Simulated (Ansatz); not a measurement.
The elements of this relaxed trial crystal are hidden behind letters.

```
lattice vectors (Å)
   4.0396    0.0000    0.0000
   0.0000    4.0396    0.0000
   0.0000    0.0000    5.7687
fractional positions
X 0.0000 0.5000 0.7526
X 0.0000 0.5000 0.2474
X 0.5000 0.0000 0.7526
X 0.5000 0.0000 0.2474
Z 0.0000 0.0000 0.0000
Z 0.0000 0.0000 0.5000
Z 0.5000 0.5000 0.0000
Q 0.5000 0.5000 0.5000
```

Computed with DFT PBE, scalar-relativistic, plane waves, PAW in Ansatz. The final run on the 8-atom cell used 420 eV, a Γ-centred 10×10×8 mesh, 0.10 eV smearing and collinear spin.

| Quantity | Value |
| --- | --- |
| Space group | P4/mmm (No. 123) |
| Conventional cell | a = 4.040 Å, c = 5.769 Å |
| Volume per atom | 11.77 Å³ |
| Density | 6.06 g/cm³ |
| Formation energy | −0.59 eV/atom |
| Gap on the 10×10×8 mesh of the 8-atom cell | 0 eV (a metal) |
| Net moment per atom | 0.12 μB |

Energies are uncorrected and count from the elements' standard states at the same level.

Task: X is a p-block element of period 3, Z is a d-block element of period 4 and Q is a d-block element of period 4. Which elements are they?

Result: X = Al, Z = Co, Q = Ni, so the formula is Al4Co3Ni. Density times volume gives a mean mass of 6.06 × 11.77/1.6605 = 43.0 u per atom, and this set has 42.9 u. Al has 6 Co at 2.47–2.49 Å, 2 Ni at 2.49 Å and 6 Al at 2.85–2.91 Å; around Co on its first site lie 8 Al at 2.47 Å and 6 Co at 2.86–2.88 Å; around Ni lie 8 Al at 2.49 Å and 6 Co at 2.86–2.88 Å; 2 more sites not described. Other sets within the hints have nearly the same mass, so mass alone doesn't settle it; this one was computed.

The magnetic state reached may not be the lowest. Symmetry constrained the relaxation, so the result can be a saddle point.
